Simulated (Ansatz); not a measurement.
Calculation for Sc: DFT, PBEsol, PAW with Ansatz's default frozen-core files, scalar-relativistic (Ansatz 0.2.0). This run: relaxed.

The cell is entry 9010985 of the Crystallography Open Database, unrelaxed.

Command: `ansatz run input.yaml --threads 1 --pin off --max-ram 3072MiB --backend cpu --events-out ev --progress --plain --runs-dir out` It took 36 s on 1 thread of Arm Neoverse V1 (shared host), peak memory 0.43 GiB.

```yaml
crystal:
  lattice:
    - [3.309, 0.0, 0.0]
    - [-1.6545, 2.8656780611, 0.0]
    - [0.0, 0.0, 5.2733]
  atoms:
    - { symbol: Sc, position: [0.3333333333, 0.6666666667, 0.25] }
    - { symbol: Sc, position: [0.6666666667, 0.3333333333, 0.75] }
kpoints:
  mp_grid: { grid: [18, 18, 10] }
scf:
  occupations: { method: fermi_dirac, width: 0.05 }
hamiltonian:
  xc: pbesol
  pseudopotentials: { kind: paw }
output:
  forces: true
  stress: true
relax:
  f_tol: 0.003
  max_steps: 80
  cell: {}
```

Output:

```
Engine: ansatz 0.2.0
Pseudopotentials: kind: paw
Pseudopotential: Sc, paw, valence charge 11, recommended cutoff 420 eV (normal), Sc.paw.azcp
Functional definition: PBEsol
  exchange = pbesol_x
  correlation = pbesol_c
Crystal: 2 atoms, lattice volume = 50.004 Å³
Basis set: ecut = 420 eV, 989 PW (Γ), exchange–correlation on 48×48×72 points (8 copies of the dense FFT grid, shifted against one another)
Bands: 15, of which v1, the nominal top of the filled ones, is band 11 counted from 1 (10 counted from 0)
Symmetry: 24 space group operations
Space group: P63/mmc (ITA 194), of the structure as read, at distance tolerance 3.7e-5 Å
k-points: 222 of 3240
Non-local potential: Sc, projectors of the file, l = 0: 3, l = 1: 2, l = 2: 3, l = 3: 1
PAW form: soft (Blöchl's): semilocal exchange-correlation on the pseudo side does not see the compensation charge
PAW frozen core: Sc, regenerated for the run's functional, and the local potential with it (the file was generated under x = pbe(κ = 0.804, μ = 0.2195149727645171), c = pbe(β = 0.06672455060314922))
PAW one-centre angular grid: Sc, 590 points (default); XC on 64 Gauss nodes
Initial density: superposition of atomic densities (neutral atoms: chi_scale 0, normalization atom), corrected by the library's trained network
Initial wavefunctions: pseudopotential atomic-orbital guess
Functional: x = pbesol(κ = 0.804, μ = 0.12345679012345678), c = pbesol(β = 0.046)
SCF iter   1: F=—  HF=-4222.727778 eV  |F-HF|=—  |Δ(HF+E_count)|=         —  Δρ=4.13e-3  dr2=8.33e-3  ethr=1.77e-3  ⟨swp⟩=3.4  Hψ=14009  notcnv=0
preconditioner: auto → none  [metal: Δε(μ)=0.006 eV  Ē_g=2.488 eV  σ=0.050 eV  W_gap=0.03  n_scr=8 (ndim 8)  ℏωp=12.9 eV  f_vac=0.000  D(μ)=4.41/eV (n_scr^D=54)  sad-step TF]
SCF iter   2: F=—  HF=-4222.724945 eV  |F-HF|=—  |Δ(HF+E_count)|=   2.83e-3  Δρ=1.98e-3  dr2=2.16e-3  ethr=3.78e-5  ⟨swp⟩=2.4  Hψ=6582  notcnv=0
SCF iter   3: F=—  HF=-4222.724300 eV  |F-HF|=—  |Δ(HF+E_count)|=   6.45e-4  Δρ=1.38e-4  dr2=5.49e-6  ethr=9.82e-6  ⟨swp⟩=3.0  Hψ=6525  notcnv=0
SCF iter   4: F=—  HF=-4222.724268 eV  |F-HF|=—  |Δ(HF+E_count)|=   3.22e-5  Δρ=2.35e-5  dr2=1.74e-7  ethr=2.49e-8  ⟨swp⟩=2.0  Hψ=4021  notcnv=0
iter 5 did not close the SCF: its close was put off for the readings that it lacked (scf_convergence_deferred on its scf_iter line)
SCF iter   5: F=-4222.724268 eV  HF=-4222.724268 eV  |F-HF|=3.35e-10  |Δ(HF+E_count)|=   1.67e-7  Δρ=2.38e-6  dr2=1.18e-9  ethr=7.93e-10  ⟨swp⟩=2.1  Hψ=5361  notcnv=0
SCF iter   6: F=-4222.724268 eV  HF=-4222.724268 eV  |F-HF|=4.55e-12  |Δ(HF+E_count)|=  5.28e-10  Δρ=1.31e-7  dr2=5.14e-12  ethr=5.38e-12  ⟨swp⟩=1.2  Hψ=10063  notcnv=0
SCF 1 converged in 6 iterations: F = -4222.724268 eV  dr2 = 5.14e-12
  greatest PAW one-centre occupation: 0.998 electrons in one spin orbital (limit 2), on the Sc atom at site 1 (counted from 0), in its partial waves of l = 0
relax step   1: F+E_penalty+E_count = -4222.72426820 eV  Δ(F+E_penalty+E_count) = +0.000e0 eV  max|allowed force component| = 4.626e-17 eV/Å  Δτ_max = 0.0000 Å  P = -2.842 GPa  Ω = 50.004 Å³  (6 SCF iters, dr2 threshold 1.00e-7 eV, accepted)
Crystal: 2 atoms, lattice volume = 46.774 Å³
Basis set: ecut = 420 eV, 929 PW (Γ), exchange–correlation on 48×48×72 points (8 copies of the dense FFT grid, shifted against one another)
Initial density: handed on by an earlier stage of this run
Initial wavefunctions: those handed on with the density
iter 1 solved again at ethr=8.01e-7 eV; its pass at ethr=3.10e-3 eV (dr2=1.76e-4 eV) is discarded
SCF iter   1: F=—  HF=-4222.752692 eV  |F-HF|=—  |Δ(HF+E_count)|=         —  Δρ=8.11e-4  dr2=1.90e-4  ethr=8.01e-7  ⟨swp⟩=1.9  Hψ=25122  notcnv=0
preconditioner: auto → none  [metal: Δε(μ)=0.007 eV  Ē_g=2.575 eV  σ=0.050 eV  W_gap=0.03  n_scr=8 (ndim 8)  ℏωp=13.3 eV  f_vac=0.000  D(μ)=3.97/eV (n_scr^D=42)]
SCF iter   2: F=—  HF=-4222.752815 eV  |F-HF|=—  |Δ(HF+E_count)|=   1.22e-4  Δρ=3.98e-4  dr2=3.44e-5  ethr=8.01e-7  ⟨swp⟩=1.9  Hψ=3891  notcnv=0
SCF iter   3: F=—  HF=-4222.752883 eV  |F-HF|=—  |Δ(HF+E_count)|=   6.78e-5  Δρ=7.09e-5  dr2=1.54e-6  ethr=1.57e-7  ⟨swp⟩=2.5  Hψ=5077  notcnv=0
iter 4 did not close the SCF: its close was put off for the readings that it lacked (scf_convergence_deferred on its scf_iter line)
SCF iter   4: F=-4222.752883 eV  HF=-4222.752883 eV  |F-HF|=1.12e-8  |Δ(HF+E_count)|=   5.67e-9  Δρ=8.59e-6  dr2=3.41e-8  ethr=6.99e-9  ⟨swp⟩=2.2  Hψ=5751  notcnv=0
iter 5 did not close the SCF: its close was put off for the readings that it lacked (scf_convergence_deferred on its scf_iter line)
SCF iter   5: F=-4222.752883 eV  HF=-4222.752883 eV  |F-HF|=2.18e-10  |Δ(HF+E_count)|=   5.39e-9  Δρ=1.07e-6  dr2=3.73e-10  ethr=1.55e-10  ⟨swp⟩=2.1  Hψ=4339  notcnv=0
SCF iter   6: F=-4222.752883 eV  HF=-4222.752883 eV  |F-HF|=0.00e0  |Δ(HF+E_count)|=  1.46e-10  Δρ=1.28e-7  dr2=1.94e-12  ethr=1.70e-12  ⟨swp⟩=1.0  Hψ=10070  notcnv=0
SCF 2 converged in 6 iterations: F = -4222.752883 eV  dr2 = 1.94e-12
relax step   2: F+E_penalty+E_count = -4222.75288268 eV  Δ(F+E_penalty+E_count) = -2.861e-2 eV  max|allowed force component| = 8.327e-17 eV/Å  Δτ_max = 0.0000 Å  P = +0.668 GPa  Ω = 46.774 Å³  energy of the carried Pulay correction = +2.324e-4 eV  (6 SCF iters, dr2 threshold 2.00e-7 eV, accepted)
Crystal: 2 atoms, lattice volume = 47.301 Å³
Basis set: ecut = 420 eV, 953 PW (Γ), exchange–correlation on 48×48×72 points (8 copies of the dense FFT grid, shifted against one another)
iter 1 solved again at ethr=5.29e-8 eV; its pass at ethr=3.10e-3 eV (dr2=1.16e-5 eV) is discarded
SCF iter   1: F=—  HF=-4222.754386 eV  |F-HF|=—  |Δ(HF+E_count)|=         —  Δρ=1.67e-4  dr2=1.32e-5  ethr=5.29e-8  ⟨swp⟩=3.0  Hψ=24865  notcnv=0
preconditioner: auto → none  [metal: Δε(μ)=0.009 eV  Ē_g=2.555 eV  σ=0.050 eV  W_gap=0.05  n_scr=8 (ndim 8)  ℏωp=13.2 eV  f_vac=0.000  D(μ)=3.98/eV (n_scr^D=42)]
SCF iter   2: F=—  HF=-4222.754356 eV  |F-HF|=—  |Δ(HF+E_count)|=   3.03e-5  Δρ=7.14e-5  dr2=1.83e-6  ethr=5.29e-8  ⟨swp⟩=2.0  Hψ=3892  notcnv=0
iter 3 did not close the SCF: its close was put off for the readings that it lacked (scf_convergence_deferred on its scf_iter line)
SCF iter   3: F=-4222.754357 eV  HF=-4222.754357 eV  |F-HF|=3.76e-8  |Δ(HF+E_count)|=   1.54e-6  Δρ=1.20e-5  dr2=4.40e-8  ethr=8.31e-9  ⟨swp⟩=2.0  Hψ=3886  notcnv=0
iter 4 did not close the SCF: its close was put off for the readings that it lacked (scf_convergence_deferred on its scf_iter line)
SCF iter   4: F=-4222.754357 eV  HF=-4222.754357 eV  |F-HF|=2.17e-10  |Δ(HF+E_count)|=   4.89e-8  Δρ=2.44e-6  dr2=2.85e-9  ethr=2.00e-10  ⟨swp⟩=2.4  Hψ=5765  notcnv=0
[... lines left out ...]
SCF iter   1: F=—  HF=-4222.754218 eV  |F-HF|=—  |Δ(HF+E_count)|=         —  Δρ=5.53e-5  dr2=1.82e-7  ethr=9.03e-10  ⟨swp⟩=3.0  Hψ=23250  notcnv=0
SCF iter   2: F=—  HF=-4222.754187 eV  |F-HF|=—  |Δ(HF+E_count)|=   3.09e-5  Δρ=2.72e-5  dr2=4.32e-8  ethr=8.25e-10  ⟨swp⟩=2.0  Hψ=5468  notcnv=0
SCF iter   3: F=—  HF=-4222.754188 eV  |F-HF|=—  |Δ(HF+E_count)|=   4.51e-8  Δρ=1.85e-6  dr2=9.03e-10  ethr=1.96e-10  ⟨swp⟩=2.1  Hψ=5774  notcnv=0
iter 4 did not close the SCF: its close was put off for the readings that it lacked (scf_convergence_deferred on its scf_iter line)
SCF iter   4: F=-4222.754188 eV  HF=-4222.754188 eV  |F-HF|=1.36e-11  |Δ(HF+E_count)|=  8.46e-11  Δρ=3.90e-7  dr2=1.78e-11  ethr=4.10e-12  ⟨swp⟩=2.2  Hψ=5472  notcnv=0
iter 5 did not close the SCF: its close was put off for the readings that it lacked (scf_convergence_deferred on its scf_iter line)
SCF iter   5: F=-4222.754188 eV  HF=-4222.754188 eV  |F-HF|=9.09e-13  |Δ(HF+E_count)|=  1.36e-11  Δρ=3.55e-8  dr2=1.97e-13  ethr=1.00e-12  ⟨swp⟩=1.0  Hψ=3330  notcnv=0
iter 6 did not close the SCF: its close was put off for the readings that it lacked (scf_convergence_deferred on its scf_iter line)
SCF iter   6: F=-4222.754188 eV  HF=-4222.754188 eV  |F-HF|=0.00e0  |Δ(HF+E_count)|=  9.09e-13  Δρ=4.68e-9  dr2=2.76e-15  ethr=1.00e-12  ⟨swp⟩=1.0  Hψ=3330  notcnv=0
iter 7 did not close the SCF: its close was put off for the readings that it lacked (scf_convergence_deferred on its scf_iter line)
SCF iter   7: F=-4222.754188 eV  HF=-4222.754188 eV  |F-HF|=1.82e-12  |Δ(HF+E_count)|=    0.00e0  Δρ=4.76e-10  dr2=5.45e-17  ethr=1.00e-12  ⟨swp⟩=1.0  Hψ=3330  notcnv=0
SCF iter   8: F=-4222.754188 eV  HF=-4222.754188 eV  |F-HF|=9.09e-13  |Δ(HF+E_count)|=  9.09e-13  Δρ=4.00e-11  dr2=4.08e-19  ethr=1.00e-12  ⟨swp⟩=1.0  Hψ=7548  notcnv=0
SCF 5 converged in 8 iterations: F = -4222.754188 eV  dr2 = 4.08e-19
relax step   5: F+E_penalty+E_count = -4222.75418753 eV  Δ(F+E_penalty+E_count) = +2.011e-4 eV  max|allowed force component| = 1.018e-16 eV/Å  Δτ_max = 0.0000 Å  P = -0.001 GPa  Ω = 47.299 Å³  stress off target by 5.70e-3 GPa  SCF on the basis re-selected at this cell (its energy is not comparable with the rows above)  (8 SCF iters)
basis re-selected at this cell: Δ(F+E_penalty+E_count) = +2.011e-4 eV, ΔP = +0.001 GPa vs the last step (what re-selecting the basis moved, of the pressure what is left beyond the Pulay correction that the steps carried, after the strain that the cell walked since its last selection, with what the two solves' SCF thresholds leave and, on support functions, any second-order correction that the steps lacked; it is no measure of the basis error at this ecutwfc). This SCF's stress stands 5.70e-3 GPa from its target on what of the cell is left free (relax.cell.stress_tol is 5.00e-2 GPa) and its largest allowed force component is 1.02e-16 eV/Å (relax.f_tol is 3.00e-3 eV/Å): within both
SCF converged after 8 iterations
Free energy (F): -4222.754188 eV
Harris-Foulkes:  -4222.754188 eV  (|F-HF|=9.09e-13)
Internal energy: -4222.721939 eV  (E = F + TS)
E sigma→0 (E₀):  -4222.738063 eV
Entropy (-TS):   -0.032248 eV (-16.124 meV/atom)
Fermi energy:    9.626064 eV
--- Per-component energies (eV) ---
  E_band       = -325.428478
  E_kinetic    = 521.298185
  E_local      = -1653.490994  (includes V_loc(G=0)·N_el)
  E_nonlocal   = 169.004696
  E_hartree    = 563.192196
  E_xc         = -206.281738
  E_vxc        = -256.569094  (∫ρ·V_xc dr)
  E_paw        = -1864.200933  (= ΣΔE_a)
  E_vpaw       = -232.055682  (= ΣTr[D̂ρ^β])
  E_aug_tail   = 0.000019  (compensation charges beyond the density's cutoff)
  E_ewald      = -1752.501420
  E_core_change = 0.258050  (= ΣΔE_core)
  E_smearing   = -0.032248  (= −TS)
  E_closure    = 0.000000  (closes the sum)
  Σ components = -4222.754188   (vs F -4222.754188, Δ=0.00e0)
--- Forces (eV/Å), atoms counted from 1 ---
  atom   1  Sc    -0.00000000    -0.00000000     0.00000000
  atom   2  Sc    -0.00000000     0.00000000     0.00000000
  max |Σ_I F_I| component: 5.55e-17 eV/Å
--- Stress (GPa, compression-positive) ---
        0.001855       0.000000       0.000000
        0.000000       0.001855       0.000000
        0.000000       0.000000      -0.005697
  P = ⅓ Tr σ = -0.0007 GPa (-0.007 kbar)
--- Relaxed structure (4 steps of the walk, 4 accepted, 1 SCFs on fresh bases) ---
  F+E_penalty+E_count = -4222.75418753 eV   max|allowed force component| = 1.018e-16 eV/Å   (the final SCF, on the basis selected at the relaxed cell)
  cell:  # Å, volume = 47.2992 Å³
    - [3.2773224845708673, 0.0, 0.0]
    - [-1.6386612422854336, 2.838244528032305, 0.0]
    - [0.0, 0.0, 5.084924985676252]
  atoms:
    - { symbol: Sc, position: [0.3333333333333333, 0.6666666666666666, 0.25] }
    - { symbol: Sc, position: [0.6666666666666666, 0.3333333333333333, 0.7500000000000002] }
```

Next run, as changes to the input before:

```diff
   lattice:
-    - [3.309, 0.0, 0.0]
-    - [-1.6545, 2.8656780611, 0.0]
-    - [0.0, 0.0, 5.2733]
+    - [3.2773224846, 0.0, 0.0]
+    - [-1.6386612423, 2.838244528, 0.0]
+    - [0.0, 0.0, 5.0849249857]
   atoms:
   stress: true
-relax:
-  f_tol: 0.003
-  max_steps: 80
-  cell: {}
+  eigenvalues: true
```

Command: `ansatz run input.yaml --threads 1 --pin off --max-ram 3072MiB --backend cpu --events-out ev --progress --plain --runs-dir out` It took 7.3 s on 1 thread of Arm Neoverse V1 (shared host), peak memory 0.4 GiB.

Results part of the output:

```
SCF 1 converged in 6 iterations: F = -4222.754188 eV  dr2 = 1.46e-10
  greatest PAW one-centre occupation: 0.998 electrons in one spin orbital (limit 2), on the Sc atom at site 1 (counted from 0), in its partial waves of l = 0
SCF converged after 6 iterations
Free energy (F): -4222.754188 eV
Harris-Foulkes:  -4222.754188 eV  (|F-HF|=8.19e-11)
Internal energy: -4222.721939 eV  (E = F + TS)
E sigma→0 (E₀):  -4222.738063 eV
Entropy (-TS):   -0.032248 eV (-16.124 meV/atom)
Fermi energy:    9.626063 eV
--- Per-component energies (eV) ---
  E_band       = -325.428545
  E_kinetic    = 521.298213
  E_local      = -1653.491127  (includes V_loc(G=0)·N_el)
  E_nonlocal   = 169.004731
  E_hartree    = 563.192283
  E_xc         = -206.281738
  E_vxc        = -256.569093  (∫ρ·V_xc dr)
  E_paw        = -1864.200950  (= ΣΔE_a)
  E_vpaw       = -232.055668  (= ΣTr[D̂ρ^β])
  E_aug_tail   = 0.000019  (compensation charges beyond the density's cutoff)
  E_ewald      = -1752.501420
  E_core_change = 0.258050  (= ΣΔE_core)
  E_smearing   = -0.032248  (= −TS)
  E_closure    = 0.000000  (closes the sum)
  Σ components = -4222.754188   (vs F -4222.754188, Δ=0.00e0)
--- Forces (eV/Å), atoms counted from 1 ---
  atom   1  Sc     0.00000000    -0.00000000     0.00000000
  atom   2  Sc     0.00000000     0.00000000     0.00000000
  max |Σ_I F_I| component: 3.70e-17 eV/Å
--- Stress (GPa, compression-positive) ---
        0.001858       0.000000       0.000000
       -0.000000       0.001858       0.000000
        0.000000       0.000000      -0.005702
  P = ⅓ Tr σ = -0.0007 GPa (-0.007 kbar)
--- Band table (eV; the first three rows and the last of 222) ---
  k-point 0: bands = ["-39.4701", "-39.3824", "-18.4322", "-18.0314", "-18.0314", "-17.9527", "-17.9527", "-17.9187", "4.4230", "7.9346", "10.3700", "11.2630", "11.2630", "11.5655", "11.7474"]
  k-point 1: bands = ["-39.4680", "-39.3845", "-18.4201", "-18.0295", "-18.0295", "-17.9546", "-17.9546", "-17.9317", "4.4940", "7.8491", "10.3245", "11.2205", "11.2205", "11.5166", "11.7000"]
  k-point 2: bands = ["-39.4618", "-39.3908", "-18.3849", "-18.0239", "-18.0239", "-17.9696", "-17.9602", "-17.9602", "4.7038", "7.5813", "10.2592", "11.1456", "11.1456", "11.3760", "11.5785"]
  k-point 221: bands = ["-39.3826", "-39.3826", "-18.3250", "-18.3250", "-18.1990", "-18.1990", "-18.0031", "-18.0031", "9.1959", "9.1959", "9.4722", "9.4722", "9.9290", "9.9290", "12.1174"]
```

The PAW files were made under PBE.
